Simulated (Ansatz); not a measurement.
A relaxation computed with Ansatz, from input to last step.

```yaml
crystal:
  lattice:
    - [-1.9304852967, 1.9304852967, 3.166194394]
    - [1.9304852967, -1.9304852967, 3.166194394]
    - [1.9304852967, 1.9304852967, -3.166194394]
  atoms:
    - { symbol: Al, position: [0.0, 0.0, 0.0] }
    - { symbol: Si, position: [0.593, 0.593, 0.0] }
    - { symbol: Si, position: [0.407, 0.407, 0.0] }
basis:
  ecutwfc: 420
kpoints:
  mp_grid: { grid: [6, 6, 6] }
hamiltonian:
  xc: pbe
scf:
  occupations: { method: gaussian, width: 0.1 }
  lower_state_search: "off"
output:
  forces: true
  stress: true
  eigenvalues: true
relax:
  adjacent_minimum: "off"
  f_tol: 0.04
  max_steps: 70
  cell: { stress_tol: 0.4 }
```

```bash
ansatz run input.yaml --threads 1 --pin off --max-ram 2560MiB --backend cpu --events-out ev --progress --plain --runs-dir out
```

These are results of DFT PBE, scalar-relativistic, plane waves, PAW in Ansatz, not measurements.

Of 18 frames 10 are shown, positions in Å and forces in eV/Å; the SCF threshold varies from step to step. Steps run on the plane waves of an earlier cell, with a Pulay correction in the pressure. The basis is chosen afresh for the last frame, the zero of the energies, and at times for earlier ones too; energy and pressure step there, also at an unchanged geometry. Here that happened at step 16 (-9 meV/atom, 0.3 GPa); the frames before carry an error of that size.

```xyz
3
Lattice="-1.9305 1.9305 3.1662 1.9305 -1.9305 3.1662 1.9305 1.9305 -3.1662" Properties=species:S:1:pos:R:3:forces:R:3 pbc="T T T" step=1 free_energy_over_end_meV_per_atom=11282.04 pressure_GPa=144.89
Al    0.0000    0.0000    0.0000    0.0000    0.0000    0.0000
Si    0.0000    0.0000    3.7551    0.0000    0.0000  111.2819
Si    0.0000    0.0000    2.5773    0.0000    0.0000 -111.2819
3
Lattice="-1.8734 1.8734 3.4449 1.8734 -1.8734 3.4449 1.8734 1.8734 -3.4449" Properties=species:S:1:pos:R:3:forces:R:3 pbc="T T T" step=3 free_energy_over_end_meV_per_atom=1040.09 pressure_GPa=26.56
Al    0.0000    0.0000    0.0000    0.0000    0.0000    0.0000
Si    0.0000    0.0000    4.3348    0.0000    0.0000   14.3460
Si    0.0000    0.0000    2.5550    0.0000    0.0000  -14.3460
3
Lattice="-1.8064 1.8064 3.7006 1.8064 -1.8064 3.7006 1.8064 1.8064 -3.7006" Properties=species:S:1:pos:R:3:forces:R:3 pbc="T T T" step=5 free_energy_over_end_meV_per_atom=183.04 pressure_GPa=3.67
Al    0.0000    0.0000    0.0000    0.0000    0.0000    0.0000
Si    0.0000    0.0000    4.7733    0.0000    0.0000    2.6002
Si    0.0000    0.0000    2.6279    0.0000    0.0000   -2.6002
3
Lattice="-1.7261 1.7261 3.9149 1.7261 -1.7261 3.9149 1.7261 1.7261 -3.9149" Properties=species:S:1:pos:R:3:forces:R:3 pbc="T T T" step=7 free_energy_over_end_meV_per_atom=31.12 pressure_GPa=-0.11
Al    0.0000    0.0000    0.0000    0.0000    0.0000    0.0000
Si    0.0000    0.0000    5.1716    0.0000    0.0000    0.4107
Si    0.0000    0.0000    2.6583    0.0000    0.0000   -0.4107
3
Lattice="-1.6931 1.6931 3.9950 1.6931 -1.6931 3.9950 1.6931 1.6931 -3.9950" Properties=species:S:1:pos:R:3:forces:R:3 pbc="T T T" step=9 free_energy_over_end_meV_per_atom=19.65 pressure_GPa=0.15
Al    0.0000    0.0000    0.0000    0.0000    0.0000    0.0000
Si    0.0000    0.0000    5.3262    0.0000    0.0000    0.2542
Si    0.0000    0.0000    2.6638    0.0000    0.0000   -0.2542
3
Lattice="-1.6946 1.6946 3.9720 1.6946 -1.6946 3.9720 1.6946 1.6946 -3.9720" Properties=species:S:1:pos:R:3:forces:R:3 pbc="T T T" step=10 free_energy_over_end_meV_per_atom=13.29 pressure_GPa=0.70
Al    0.0000    0.0000    0.0000    0.0000    0.0000    0.0000
Si    0.0000    0.0000    5.3395    0.0000    0.0000    0.0908
Si    0.0000    0.0000    2.6045    0.0000    0.0000   -0.0908
3
Lattice="-1.6862 1.6862 4.0647 1.6862 -1.6862 4.0647 1.6862 1.6862 -4.0647" Properties=species:S:1:pos:R:3:forces:R:3 pbc="T T T" step=12 free_energy_over_end_meV_per_atom=10.35 pressure_GPa=-0.46
Al    0.0000    0.0000    0.0000    0.0000    0.0000    0.0000
Si    0.0000    0.0000    5.5263    0.0000    0.0000   -0.0653
Si    0.0000    0.0000    2.6031    0.0000    0.0000    0.0653
3
Lattice="-1.6750 1.6750 4.0905 1.6750 -1.6750 4.0905 1.6750 1.6750 -4.0905" Properties=species:S:1:pos:R:3:forces:R:3 pbc="T T T" step=14 free_energy_over_end_meV_per_atom=9.38 pressure_GPa=-0.23
Al    0.0000    0.0000    0.0000    0.0000    0.0000    0.0000
Si    0.0000    0.0000    5.5630    0.0000    0.0000    0.0089
Si    0.0000    0.0000    2.6180    0.0000    0.0000   -0.0089
3
Lattice="-1.6742 1.6742 4.0832 1.6742 -1.6742 4.0832 1.6742 1.6742 -4.0832" Properties=species:S:1:pos:R:3:forces:R:3 pbc="T T T" step=16 free_energy_over_end_meV_per_atom=0.37 pressure_GPa=0.35
Al    0.0000    0.0000    0.0000    0.0000    0.0000    0.0000
Si    0.0000    0.0000    5.5533    0.0000    0.0000   -0.0086
Si    0.0000    0.0000    2.6131    0.0000    0.0000    0.0086
3
Lattice="-1.6725 1.6725 4.1092 1.6725 -1.6725 4.1092 1.6725 1.6725 -4.1092" Properties=species:S:1:pos:R:3:forces:R:3 pbc="T T T" step=18 free_energy_over_end_meV_per_atom=0.00 pressure_GPa=-0.02
Al    0.0000    0.0000    0.0000    0.0000    0.0000    0.0000
Si    0.0000    0.0000    5.5956    0.0000    0.0000   -0.0129
Si    0.0000    0.0000    2.6229    0.0000    0.0000    0.0129
```

The start puts this composition into another compound's structure type, which needn't suit it. At the end the space group is I4/mmm (tolerance 0.05 Å).

It took 23 s on 1 thread of Arm Neoverse V1, on a shared host, peak memory 0.31 GiB.

The k mesh is coarse.